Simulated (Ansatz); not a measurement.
Relaxation of a generated trial cell of WC in the AFLOW prototype AB_hP4_186_b_b (B4, as in ZnS); 4 atoms in the cell, which starts as P6₃mc (No. 186), hP4; a = b = 3.2382 Å, c = 5.3035 Å, α = β = 90.00°, γ = 120.00°. Calculation: PBEsol (plane waves to 420 eV, PAW, scalar-relativistic; Ansatz, a program for electronic structure). Γ-centred k-mesh 8×8×5 on the run's cell (coarser than for final values), Fermi–Dirac smearing 0.05 eV. This is the first round of the run. 

The optimiser's lines from the output (shortened; P is positive under compression):

```
relax step   1: F+E_penalty+E_count = -21006.04334939 eV  Δ(F+E_penalty+E_count) = +0.000e0 eV  max|allowed force component| = 9.228e-1 eV/Å  Δτ_max = 0.0000 Å  P = +15.984 GPa  Ω = 48.162 Å³  (8 SCF iters, dr2 threshold 1.00e-7 eV, accepted)
relax step   2: F+E_penalty+E_count = -21006.26710006 eV  Δ(F+E_penalty+E_count) = -2.238e-1 eV  max|allowed force component| = 7.425e-1 eV/Å  Δτ_max = 0.0282 Å  P = -2.179 GPa  Ω = 51.040 Å³  (6 SCF iters, dr2 threshold 4.00e-7 eV, accepted)
relax step   3: F+E_penalty+E_count = -21006.46625611 eV  Δ(F+E_penalty+E_count) = -1.992e-1 eV  max|allowed force component| = 4.010e-1 eV/Å  Δτ_max = 0.0481 Å  P = -7.710 GPa  Ω = 51.622 Å³  (6 SCF iters, dr2 threshold 4.00e-7 eV, accepted)
relax step   4: F+E_penalty+E_count = -21006.58422366 eV  Δ(F+E_penalty+E_count) = -1.180e-1 eV  max|allowed force component| = 5.455e-1 eV/Å  Δτ_max = 0.0547 Å  P = -6.643 GPa  Ω = 50.471 Å³  (6 SCF iters, dr2 threshold 4.00e-7 eV, accepted)
relax step   5: F+E_penalty+E_count = -21006.62309412 eV  Δ(F+E_penalty+E_count) = -3.887e-2 eV  max|allowed force component| = 2.006e-1 eV/Å  Δτ_max = 0.0100 Å  P = -0.652 GPa  Ω = 49.502 Å³  (6 SCF iters, dr2 threshold 4.00e-7 eV, accepted)
relax step   6: F+E_penalty+E_count = -21006.62459756 eV  Δ(F+E_penalty+E_count) = -1.503e-3 eV  max|allowed force component| = 7.646e-2 eV/Å  Δτ_max = 0.0054 Å  P = -0.553 GPa  Ω = 49.494 Å³  (6 SCF iters, dr2 threshold 4.00e-7 eV, accepted)
relax step   7: F+E_penalty+E_count = -21006.62539716 eV  Δ(F+E_penalty+E_count) = -7.996e-4 eV  max|allowed force component| = 1.317e-3 eV/Å  Δτ_max = 0.0001 Å  P = -0.041 GPa  Ω = 49.439 Å³  (6 SCF iters, dr2 threshold 4.00e-7 eV, accepted)
relax step   8: F+E_penalty+E_count = -21006.62540459 eV  Δ(F+E_penalty+E_count) = -7.427e-6 eV  max|allowed force component| = 2.461e-6 eV/Å  Δτ_max = 0.0001 Å  P = +0.001 GPa  Ω = 49.434 Å³  (6 SCF iters, dr2 threshold 1.97e-8 eV, accepted)
relax step   9: F+E_penalty+E_count = -21006.63580301 eV  Δ(F+E_penalty+E_count) = -1.040e-2 eV  max|allowed force component| = 1.252e-4 eV/Å  Δτ_max = 0.0000 Å  P = +0.231 GPa  Ω = 49.434 Å³  stress off target by 6.99e-1 GPa  SCF on the basis re-selected at this cell (its energy is not comparable with the rows above)  (6 SCF iters)
relax step  10: F+E_penalty+E_count = -21006.63598953 eV  Δ(F+E_penalty+E_count) = -1.865e-4 eV  max|allowed force component| = 5.826e-4 eV/Å  Δτ_max = 0.0011 Å  P = -0.006 GPa  Ω = 49.447 Å³  (6 SCF iters, dr2 threshold 4.00e-7 eV, accepted)
relax step  11: F+E_penalty+E_count = -21006.63600268 eV  Δ(F+E_penalty+E_count) = -1.315e-5 eV  max|allowed force component| = 5.339e-4 eV/Å  Δτ_max = 0.0000 Å  P = -0.006 GPa  Ω = 49.447 Å³  stress off target by 1.79e-2 GPa  SCF on the basis re-selected at this cell (its energy is not comparable with the rows above)  (9 SCF iters)
```

From the first to the last row the energy changes by -0.15 eV/atom and the volume by +2.7 %. The last row is marked as not comparable with the walk above it, whose basis was carried along; it does compare with step 1, since both stand on a basis selected at the nominal cutoff for their own cell.

Later rounds, restarted from the end of this one on a renewed k-mesh, logged 6 more steps and released under 0.01 eV/atom more. The final structure after all rounds: P6₃mc (No. 186), hP4, wurtzite type; a = b = 3.0911 Å, c = 5.9731 Å, α = β = 90.00°, γ = 120.00°. Between re-selections the logged energies stand on a plane-wave basis carried along with the cell. No spin polarisation in the result.

The run could not lose the symmetry of its start; a randomly shaken copy of 8 atoms returns to this structure.

The relaxed structure here is a generated cell of WC: the first start was made by placing the elements on the sites of a structure type, and the end was not matched to a known phase here, so it may be hypothetical. Known forms of WC include space group No. 187.
